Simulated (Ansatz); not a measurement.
CuCl (zinc blende, F-43m), PBEsol in the plane-wave PAW code Ansatz: ε∞ = 5.59, cell volume 37.01 Å³. Infrared-active transverse modes:

| ω_TO (cm⁻¹) | oscillator strength S_xx (e²/amu) |
|---|---|
| 167.6 | 0.04878 |

Compute the static dielectric constant.

Each mode adds (4.921e7/V) S/ω²: 2.31. So ε0 = 7.90.

What LO frequency does the Lyddane–Sachs–Teller relation give?

ω_LO = ω_TO √(ε0/ε∞) = 199 cm⁻¹.

Symmetry was held in the PBEsol relaxation; of distortions, only those at the zone centre were tested. The run is not spin-polarised.

Potentials: the later of the program's two PAW sets.
